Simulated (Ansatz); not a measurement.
The calculation used Ansatz, DFT PBE, scalar-relativistic, plane waves, PAW. All cells share a 420 eV cutoff and Γ-centred k meshes spaced about 0.3 Å⁻¹ or finer (0.25 for metals, 2π included). No spin polarisation in the final relaxations.

Temperature and zero-point effects are left out. All come from trial cells, and lower structures may exist.

Question: Order these relaxed structures of Be4Se3 by energy, lowest first, with the energy over the lowest of them.
A.

```
CELL_PARAMETERS angstrom
4.94611 0.00000 0.00000
0.00000 4.94611 0.00000
0.00000 0.00000 4.94611
ATOMIC_POSITIONS crystal
Be 0.76814 0.76814 0.23186
Be 0.76814 0.23186 0.76814
Be 0.23186 0.23186 0.23186
Be 0.23186 0.76814 0.76814
Se 0.50000 0.00000 0.50000
Se 0.00000 0.50000 0.50000
Se 0.50000 0.50000 0.00000
```

B.

```
CELL_PARAMETERS angstrom
3.52629 0.00000 0.00000
0.00000 3.52629 0.00000
0.00000 0.00000 9.31508
ATOMIC_POSITIONS crystal
Be 0.00000 0.50000 0.56815
Be 0.00000 0.50000 0.14265
Be 0.50000 0.00000 0.85735
Be 0.50000 0.00000 0.43185
Se 0.50000 0.50000 0.71290
Se 0.00000 0.00000 0.00000
Se 0.50000 0.50000 0.28710
```

Answer: B (0 meV/atom), A (54 meV/atom). Forms: B P-4m2; A P-43m. Counting Se atoms around Be (those within 1.25 times the shortest such distance or 1.15 times the sum of covalent radii, 1.27 where that leaves under three; a slash parts the counts of unlike sites): B has Be 2/4; A has Be 3.

No dispersion correction is applied, so the spacing and binding between layers, chains or molecules are poorly described (P-4m2), and this can change margins and order among such cells. With atoms moved at random, P-4m2 (by 53 meV/atom) fell into a lower structure; P-43m came back. Some candidate types were left out of the draw beforehand, so a known form may be missing.
